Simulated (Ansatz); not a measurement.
Time and memory for ZnS

```yaml
crystal:
  lattice:
    - [3.82, 0.0, 0.0]
    - [-1.91, 3.3082170425, 0.0]
    - [0.0, 0.0, 24.96]
  atoms:
    - { symbol: Zn, position: [0.0, 0.0, 0.0] }
    - { symbol: Zn, position: [0.0, 0.0, 0.5] }
    - { symbol: Zn, position: [0.3333333333, 0.6666666667, 0.125] }
    - { symbol: Zn, position: [0.6666666667, 0.3333333333, 0.625] }
    - { symbol: Zn, position: [0.3333333333, 0.6666666667, 0.375] }
    - { symbol: Zn, position: [0.6666666667, 0.3333333333, 0.875] }
    - { symbol: Zn, position: [0.3333333333, 0.6666666667, 0.75] }
    - { symbol: Zn, position: [0.6666666667, 0.3333333333, 0.25] }
    - { symbol: S, position: [0.0, 0.0, 0.0938] }
    - { symbol: S, position: [0.0, 0.0, 0.5938] }
    - { symbol: S, position: [0.3333333333, 0.6666666667, 0.2188] }
    - { symbol: S, position: [0.6666666667, 0.3333333333, 0.7188] }
    - { symbol: S, position: [0.3333333333, 0.6666666667, 0.4688] }
    - { symbol: S, position: [0.6666666667, 0.3333333333, 0.9688] }
    - { symbol: S, position: [0.3333333333, 0.6666666667, 0.8438] }
    - { symbol: S, position: [0.6666666667, 0.3333333333, 0.3438] }
kpoints:
  mp_grid: { grid: [8, 8, 2] }
scf:
  occupations: { method: fermi_dirac, width: 0.02 }
hamiltonian:
  xc: pbe
  pseudopotentials: { kind: paw, frozen_core: stored }
output:
  forces: true
  stress: true
  populations: true
  efg: { quadrupole_moments_barn: { Zn: 0.122, S: -0.0694 } }
  write_density: true
  write_potential: true
  elf: true
  volumetric_format: npy
relax:
  f_tol: 0.02
  max_steps: 60
```

```sh
ansatz run input.yaml --threads 1 --pin off --max-ram 3072MiB --backend cpu --events-out ev --progress --plain --runs-dir out
```

It runs on 1 thread of AMD EPYC 9R14 (Zen 4) (x86_64; 16 cores open to the job, memory cap 3.0 GiB, no GPU), a shared host with a load of 0.3 a core.

(1) How much time and memory should be set aside?

## Answers

(1) About 64 s of wall time (64 s of CPU time) and 0.87 GiB. The run holds 144 valence electrons in 88 bands, about 6167 plane waves a k-point and 20 irreducible k-points, and took 11 SCF iterations, over 2 ionic steps. Times on a shared host vary by tens of per cent.
